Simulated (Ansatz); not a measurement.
Data:

LiNbO₃:
```
CELL_PARAMETERS angstrom
      2.56845     1.48290     4.62869
     -2.56845     1.48290     4.62869
      0.00000    -2.96579     4.62869
ATOMIC_POSITIONS crystal
  Li 0.71879 0.71879 0.71879
  Li 0.21879 0.21879 0.21879
  Nb 0.00073 0.00073 0.00073
  Nb 0.50073 0.50073 0.50073
  O  0.63888 0.89314 0.28136
  O  0.89314 0.28136 0.63888
  O  0.28136 0.63888 0.89314
  O  0.13888 0.78136 0.39314
  O  0.39314 0.13888 0.78136
  O  0.78136 0.39314 0.13888
```

This is the r²SCAN-relaxed structure. Tensor components refer to the Cartesian frame of this cell.

Task: All from the program Ansatz at the r²SCAN level (PAW), unless another level is named. Estimate the Poisson's ratio.

Result: 0.26.

Task: Give the piezoelectric stress constants (proper, relaxed ions, C/m²).

Result: e15 = e24 = -3.75, e16 = e21 = 2.48, e22 = -2.48, e31 = e32 = -0.41, e33 = -1.72.

Space group R3c. The r²SCAN relaxation kept the symmetry of its start. No spin polarisation was allowed. Signs of piezoelectric constants follow the polarity of the cell as given.

Potentials: the earlier of the program's two PAW sets. The files were generated under PBE; for other functionals the program regenerates the frozen cores, and for LDA and PBEsol the local potential too.
